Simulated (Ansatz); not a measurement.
AsAu3: relaxation of cell and atoms

These are results of DFT, PBE, PAW with Ansatz's default frozen-core files, scalar-relativistic (Ansatz 0.2.0), not measurements.

Command: `ansatz run input.yaml --threads 1 --pin off --max-ram 3072MiB --backend cpu --events-out ev --progress --plain --runs-dir out` The run took about 13 s on 1 thread of a shared machine.

```yaml
crystal:
  lattice:
    - [0.0, 3.2003568735, 3.2003568735]
    - [3.2003568735, 0.0, 3.2003568735]
    - [3.2003568735, 3.2003568735, 0.0]
  atoms:
    - { symbol: As, position: [0.0, 0.0, 0.0] }
    - { symbol: Au, position: [0.5, 0.5, 0.5] }
    - { symbol: Au, position: [0.25, 0.25, 0.25] }
    - { symbol: Au, position: [0.75, 0.75, 0.75] }
kpoints:
  mp_grid: { grid: [9, 9, 9] }
scf:
  occupations: { method: fermi_dirac, width: 0.03 }
hamiltonian:
  xc: pbe
  pseudopotentials: { kind: paw }
output:
  forces: true
  stress: true
  write_density: true
  write_potential: true
  elf: true
  volumetric_format: npy
relax:
  f_tol: 0.005
  max_steps: 80
  cell: {}
```

Spin–orbit coupling is left out, though it moves levels of the heavy atoms by tenths of an eV or more.

The cell is built from the D03 type as a first guess.

The cutoff is 420 eV; energies and pressures of the walk include the program's estimate of the Pulay term.

Each frame lists the cell vectors (Å), then Cartesian positions (Å); symmetry keeps all forces zero. Free energies count from the first step, -44302.7262 eV.

The walk took 5 evaluations in all; steps that aren't listed are left out.

Step 1: E = 0.0 meV, P = 20.48 GPa

```
cell 0.0000 3.2004 3.2004 3.2004 0.0000 3.2004 3.2004 3.2004 0.0000
As    0.0000    0.0000    0.0000
Au    3.2004    3.2004    3.2004
Au    1.6002    1.6002    1.6002
Au    4.8005    4.8005    4.8005
```

Step 2:

```
cell 0.0000 3.3564 3.3564 3.3564 0.0000 3.3564 3.3564 3.3564 0.0000
As    0.0000    0.0000    0.0000
Au    3.3564    3.3564    3.3564
Au    1.6782    1.6782    1.6782
Au    5.0346    5.0346    5.0346
```

Step 3: E = -479.8 meV, P = -0.55 GPa

```
cell 0.0000 3.3399 3.3399 3.3399 0.0000 3.3399 3.3399 3.3399 0.0000
As    0.0000    0.0000    0.0000
Au    3.3399    3.3399    3.3399
Au    1.6700    1.6700    1.6700
Au    5.0099    5.0099    5.0099
```

(1) Give the energy, pressure of step 2.

(2) How does the relaxation end?

Answers

(1) E = -469.9 meV, P = -2.20 GPa
```
As    0.0000    0.0000    0.0000
Au    3.3564    3.3564    3.3564
Au    1.6782    1.6782    1.6782
Au    5.0346    5.0346    5.0346
```

(2) It converges, with a = 6.669 Å, b = 6.669 Å, c = 6.669 Å, α = 90.00°, β = 90.00°, γ = 90.00° (conventional cell, space group Fm-3m). The last solve (on a basis chosen afresh for the final cell, so its energy is not quite comparable) gives E = -483.0 meV, P = 0.02 GPa:
```
cell 0.0000 3.3345 3.3345 3.3345 0.0000 3.3345 3.3345 3.3345 0.0000
As    0.0000    0.0000    0.0000
Au    3.3345    3.3345    3.3345
Au    1.6673    1.6673    1.6673
Au    5.0018    5.0018    5.0018
```
